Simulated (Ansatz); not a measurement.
Values for one crystal, relaxed and computed with DFT-r²SCAN in the program Ansatz with PAW potentials; other levels are named.

| Property | Value |
|---|---|
| Volume per atom | 11.20 Å³ |
| Electronic character | metallic (no gap) |
| Gap with spin–orbit coupling | none (metallic) |
| Bulk modulus (Birch–Murnaghan fit) | 259 GPa |
| Density of states at the Fermi level | 0.39 states/eV per atom (mean over ±0.08 eV) |
| Pressure derivative B′ | 5.2 |
| Formation energy from the elements (no fitted shifts) | 1.57 eV/atom |

**Question.** Which compound is it?
A) PtC, P-6m2 (Pt on 1a, C on 1d)
B) Ta2C, P4/nmm (Ta on 2a, Ta on 2c, C on 2c)
C) TePt, CsCl type
D) Ti2AlC, P6_3/mmc (Ti on 4f, Al on 2d, C on 2a)

**Answer.** A, PtC, P-6m2 (Pt on 1a, C on 1d)

The start of the workflow was typed in or built on a structure type; neither database checked (COD, Materials Project) lists it. Whether it is the stable phase at ambient conditions was not checked. Symmetry was held in the r²SCAN relaxation; its stability against distortions is not shown here. The run is not spin-polarised. Its formation energy is positive at this level, so the cell may be metastable or incomplete. The references are the lowest solids computed at this level, not always the standard phases. Scalar-relativistic: spin–orbit coupling is off unless named, which matters more the heavier the elements.

Potentials: the earlier of the program's two PAW sets.
